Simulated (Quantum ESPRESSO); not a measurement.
# Kohn-Sham bands of ZrS₂ (CdI2 type)

```
ZrS2
1.0
    3.69138     0.00000     0.00000
   -1.84569     3.19683     0.00000
    0.00000     0.00000     6.04108
Zr S
1 2
Direct
  0.00000   0.00000   0.00000
  0.66667   0.33333   0.76209
  0.33333   0.66667   0.23791
```

Structure: Materials Project mp-1186, symmetrised, not relaxed again. Not found in the COD (Crystallography Open Database) copy used; not checked further. Computed values, not measurements, from PBEsol: Quantum ESPRESSO (norm-conserving PseudoDojo potentials, cutoff 53 Ry, spinors with spin-orbit coupling) on a Γ-centred 6×6×4 mesh, then Wannier90. Density: 12×12×6 mesh, cold smearing 0.01 Ry. The cell is built of weakly bound layers, chains or molecules, whose nearest atoms lie 3.82 Å apart. Database cells relaxed without dispersion often hold them too far apart, which can enlarge gaps and weakens couplings between them; spacing and stacking were not compared with the measured crystal.

Energies are relative to the valence-band maximum; weights are on the orthonormalised atomic waves of the pseudopotential files, averaged over the group. 24 electrons a cell are treated as valence.

Task: Into which isolated groups do the bands fall, where do they lie and what are they made of?

Result: 
```tsv
bands	from (eV)	to (eV)	filling	weight on atomic waves
1–2	-48.87	-48.85	filled	Zr 4s 97 %
3–4	-28.16	-28.08	filled	Zr 4p 98 %
5–8	-26.46	-26.25	filled	Zr 4p 98 %
9–12	-12.58	-11.09	filled	S 3s 82 %, Zr 4d 9 %, Zr 5s 7 %
13–24	-4.43	0.00	filled	S 3p 75 %, Zr 4d 19 %
25–30	0.95	3.46	empty	Zr 4d 78 %, S 3p 17 %
```

The Kohn-Sham gap over both meshes and the path is 0.95 eV.
